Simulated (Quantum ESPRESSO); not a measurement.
## AlIn3Pd3Li (input and log of a self-consistent run)

A calculation, not a measurement. The program is pw.x of Quantum ESPRESSO 7.5 (plane-wave density functional theory). The cell is made up: eight metal atoms on a face-centred cubic lattice, with elements, volume, strain and displacements drawn at random and not relaxed, so it may be unstable or far from any real phase. PseudoDojo standard norm-conserving files set the functional (PBE unless stated); there is no spin polarisation or spin-orbit coupling, the Fermi-Dirac width of 0.25 eV means electrons at about 2900 K, and the masses in the input are unused placeholders. A spin test at this wide smearing found no moment, but such smearing suppresses magnetism that the real alloy may have.

Input:

```
&control calculation='scf', pseudo_dir='./dojo.nc.sr.pbe.v0_5.standard.upf', outdir='./o', disk_io='minimal', tprnfor=.true., tstress=.true. /
&system ibrav=0, nat=8, ntyp=4, nbnd=62, ecutwfc=82.02448710, nosym=.true., tot_charge=0,
 occupations='smearing', smearing='fd', degauss=0.0183746611
/
&electrons conv_thr=1.470e-08, electron_maxstep=70, mixing_beta=0.5 /
ATOMIC_SPECIES
Al 1.0 Al.upf
In 1.0 In.upf
Li 1.0 Li.upf
Pd 1.0 Pd.upf
CELL_PARAMETERS angstrom
2.0596 4.1281 2.099
2.0729 -4.1457 2.1209
4.1466 0.0043 -4.234
ATOMIC_POSITIONS angstrom
Al 0.0773 0.0291 0.0123
In 2.0563 0.0243 -2.1232
Pd 2.0768 -2.1401 -0.0968
Pd 4.1566 -2.1067 -2.1456
In 2.0598 2.0243 0.0216
Pd 4.189 2.1365 -2.1094
In 2.0789 0.005 2.058
Li 4.09 0.0116 -0.0013
K_POINTS automatic
5 5 4 1 1 1
```

The log is shortened where brackets say so; the opening notice, blank lines, dates and the lines on written files are dropped, and the path of the files is cut. It prints rydbergs, bohrs and kilobars, and counts compression as positive stress. Its total energy is the free energy E - TS of the whole cell.

```
     Program PWSCF v.7.5
     Parallel version (MPI & OpenMP), running on       4 processor cores
     Number of MPI processes:                 4
     Threads/MPI process:                     1
     [start-up lines left out]
     bravais-lattice index     =            0
     lattice parameter (alat)  =       9.5779  a.u.
     unit-cell volume          =     976.9594 (a.u.)^3
     number of atoms/cell      =            8
     number of atomic types    =            4
     number of electrons       =        99.00
     number of Kohn-Sham states=           62
     kinetic-energy cutoff     =      82.0245  Ry
     charge density cutoff     =     328.0979  Ry
     scf convergence threshold =      1.5E-08
     mixing beta               =       0.5000
     number of iterations used =            8  plain     mixing
     Exchange-correlation= PBE
                           (   1   4   3   4   0   0   0)
     [axes and pseudopotential details left out]
   Cartesian axes
     site n.     atom                  positions (alat units)
         1        Al     tau(   1) = (   0.0152513   0.0057414   0.0024268  )
         2        In     tau(   2) = (   0.4057076   0.0047944  -0.4189070  )
         3        Pd     tau(   3) = (   0.4097523  -0.4222414  -0.0190986  )
         4        Pd     tau(   4) = (   0.8200965  -0.4156516  -0.4233265  )
         5        In     tau(   5) = (   0.4063982   0.3993940   0.0042617  )
         6        Pd     tau(   6) = (   0.8264890   0.4215311  -0.4161843  )
         7        In     tau(   7) = (   0.4101666   0.0009865   0.4060431  )
         8        Li     tau(   8) = (   0.8069563   0.0022887  -0.0002565  )
     number of k points=    50  Fermi-Dirac smearing, width (Ry)=  0.0184
                       cart. coord. in units 2pi/alat
        k(    1) = (   0.1990414   0.0004399   0.0452984), wk =   0.0400000
        k(    2) = (   0.3518352   0.0002894  -0.1043315), wk =   0.0400000
     [further k points left out]
     Dense  grid:    98073 G-vectors     FFT dimensions: (  60,  60,  72)
     Estimated max dynamical RAM per process >     307.97 MB
     Estimated total dynamical RAM >       1.13 GB
     Initial potential from superposition of free atoms
     starting charge      98.9808, renormalised to      99.0000
     Starting wfcs are   60 randomized atomic wfcs +    2 random wfcs
     total cpu time spent up to now is        5.3 secs
     per-process dynamical memory:   247.4 Mb
     Self-consistent Calculation
     iteration #  1     ecut=    82.02 Ry     beta= 0.50
     Davidson diagonalization with overlap
     ethr =  1.00E-02,  avg # of iterations =  3.1
     total cpu time spent up to now is       18.8 secs
     total energy              =   -1229.03477819 Ry
     estimated scf accuracy    <       3.59792985 Ry
     iteration #  2     ecut=    82.02 Ry     beta= 0.50
     Davidson diagonalization with overlap
     ethr =  3.63E-03,  avg # of iterations =  2.1
     total cpu time spent up to now is       32.2 secs
     total energy              =   -1230.33671102 Ry
     estimated scf accuracy    <       5.90506593 Ry
     iteration #  3     ecut=    82.02 Ry     beta= 0.50
     Davidson diagonalization with overlap
     ethr =  3.63E-03,  avg # of iterations =  2.0
     total cpu time spent up to now is       44.3 secs
     total energy              =   -1230.87432145 Ry
     estimated scf accuracy    <       0.26718144 Ry
     iteration #  4     ecut=    82.02 Ry     beta= 0.50
     Davidson diagonalization with overlap
     ethr =  2.70E-04,  avg # of iterations =  2.2
     total cpu time spent up to now is       56.9 secs
     total energy              =   -1230.90436722 Ry
     estimated scf accuracy    <       0.03557257 Ry
     iteration #  5     ecut=    82.02 Ry     beta= 0.50
     Davidson diagonalization with overlap
     ethr =  3.59E-05,  avg # of iterations =  7.1
     total cpu time spent up to now is       71.4 secs
     total energy              =   -1230.91180911 Ry
     estimated scf accuracy    <       0.02553776 Ry
     [iterations 6 to 8 left out]
     iteration #  9     ecut=    82.02 Ry     beta= 0.50
     Davidson diagonalization with overlap
     ethr =  3.68E-07,  avg # of iterations =  2.0
     total cpu time spent up to now is      121.2 secs
     total energy              =   -1230.91333375 Ry
     estimated scf accuracy    <       0.00003357 Ry
     iteration # 10     ecut=    82.02 Ry     beta= 0.50
     Davidson diagonalization with overlap
     ethr =  3.39E-08,  avg # of iterations =  3.0
     total cpu time spent up to now is      135.5 secs
     total energy              =   -1230.91334189 Ry
     estimated scf accuracy    <       0.00003017 Ry
     iteration # 11     ecut=    82.02 Ry     beta= 0.50
     Davidson diagonalization with overlap
     ethr =  3.05E-08,  avg # of iterations =  1.7
     total cpu time spent up to now is      148.7 secs
     total energy              =   -1230.91334583 Ry
     estimated scf accuracy    <       0.00000011 Ry
     iteration # 12     ecut=    82.02 Ry     beta= 0.50
     Davidson diagonalization with overlap
     ethr =  1.14E-10,  avg # of iterations =  5.2
     total cpu time spent up to now is      166.2 secs
     total energy              =   -1230.91334600 Ry
     estimated scf accuracy    <       0.00000003 Ry
     iteration # 13     ecut=    82.02 Ry     beta= 0.50
     Davidson diagonalization with overlap
     ethr =  2.81E-11,  avg # of iterations =  2.0
     total cpu time spent up to now is      177.9 secs
     End of self-consistent calculation
     [lines on levels left out]
!    total energy              =   -1230.91334600 Ry
     estimated scf accuracy    <          6.0E-10 Ry
     smearing contrib. (-TS)   =      -0.04790167 Ry
     internal energy E=F+TS    =   -1230.86544433 Ry
     The total energy is F=E-TS. E is the sum of the following terms:
     one-electron contribution =    -497.73714819 Ry
     hartree contribution      =     310.83562327 Ry
     xc contribution           =    -252.98795448 Ry
     ewald contribution        =    -790.97596494 Ry
     convergence has been achieved in  13 iterations
     Forces acting on atoms (cartesian axes, Ry/au):
     atom    1 type  1   force =    -0.04206311   -0.00969016    0.01671730
     atom    2 type  2   force =     0.02924489   -0.00246493   -0.02948662
     atom    3 type  4   force =    -0.00722509    0.01036910    0.01718086
     atom    4 type  4   force =     0.01543928    0.00162566   -0.00409204
     atom    5 type  2   force =     0.01095442    0.01939919   -0.01969737
     atom    6 type  4   force =    -0.00103193    0.00098617   -0.00919642
     atom    7 type  2   force =    -0.02043686   -0.01441591    0.03998296
     atom    8 type  3   force =     0.01511840   -0.00580911   -0.01140868
     Total force =     0.090408     Total SCF correction =     0.000079
     Computing stress (Cartesian axis) and pressure
          total   stress  (Ry/bohr**3)                   (kbar)     P=      -20.51
  -0.00010194   0.00009017   0.00002877          -15.00       13.26        4.23
   0.00009017  -0.00020171   0.00006771           13.26      -29.67        9.96
   0.00002877   0.00006771  -0.00011462            4.23        9.96      -16.86
     init_run     :      4.54s CPU      4.75s WALL (       1 calls)
     electrons    :    170.12s CPU    172.63s WALL (       1 calls)
     forces       :      2.38s CPU      2.40s WALL (       1 calls)
     stress       :      5.66s CPU      5.73s WALL (       1 calls)
     [timing details left out]
     PWSCF        :   3m 3.30s CPU   3m 6.13s WALL
     JOB DONE.
```

In other units: free energy -16747.429 eV for the cell, pressure -2.05 GPa, largest force component 1.081 eV/Å in size. The run took 188 s of wall time with four MPI processes on a shared machine (Intel Xeon, 2023 or later, virtual cores), so the time is rough. A rerun of this cell at a higher cutoff and on a denser mesh moved values by no more than 0.016 eV in energy, 0.08 GPa in stress and 0.016 eV/Å in force, and a second program with other atomic files agreed on that cell to 2 % rms in force and 0.5 GPa in pressure.